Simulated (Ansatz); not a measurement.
The numbers come from plane-wave PAW DFT (Ansatz): r2SCAN, no spin polarisation, 500 eV, 7×7×7 Γ-centred k points, fermi-dirac occupations (width 0.1 eV). Nothing was relaxed.

Computed maps in the lattice plane spanned by a (left to right, 5.76 Å, 17 points from zero) and b (bottom to top, 5.76 Å, 17 points from zero), 115° apart, at height 0.750 along c. The fields are smooth PAW ones with compensation charges, not the true ones near nuclei.

Valence density. Digits on a logarithmic scale: 0 up to 0.03 e/Å³, each further digit a factor of 1.6, 9 from 1.3 e/Å³ up:
```
21000135654456653
10001346664444322
00012456655554321
00124566666654210
01345655566654200
23456532566542100
35666524665421001
46666556543210012
45656666431000013
44456665310001123
44456654200012234
65455542100123467
96444421001235899
96332210001248999
95221000112369999
73210001233479999
42100023444469997
```

Task: The cell is ScSiF4. Which atoms lie within 0.2 Å of this plane, and where (fractions of a and b)?

Result: Sc at (0.88, 0.12), Si at (0.38, 0.62). The whole cell:
```yaml
crystal:
  lattice:
    - [-3.42874, 3.42874, 3.11088]
    - [3.42874, -3.42874, 3.11088]
    - [3.42874, 3.42874, -3.11088]
  atoms:
    - { symbol: Sc, position: [0.87500, 0.12500, 0.75000] }
    - { symbol: Sc, position: [0.12500, 0.87500, 0.25000] }
    - { symbol: Si, position: [0.37500, 0.62500, 0.75000] }
    - { symbol: Si, position: [0.62500, 0.37500, 0.25000] }
    - { symbol: F, position: [0.26030, 0.19480, 0.06550] }
    - { symbol: F, position: [0.19480, 0.62930, 0.93450] }
    - { symbol: F, position: [0.62930, 0.19480, 0.43450] }
    - { symbol: F, position: [0.19480, 0.26030, 0.56550] }
    - { symbol: F, position: [0.73970, 0.80520, 0.93450] }
    - { symbol: F, position: [0.80520, 0.73970, 0.43450] }
    - { symbol: F, position: [0.37070, 0.80520, 0.56550] }
    - { symbol: F, position: [0.80520, 0.37070, 0.06550] }
```

Origin: a known structure type with other elements, at an estimated volume, so it need not be a known compound. Caveats: many states at the Fermi level without spin polarisation, so a magnetic state may lie lower; atoms or cell far from equilibrium.
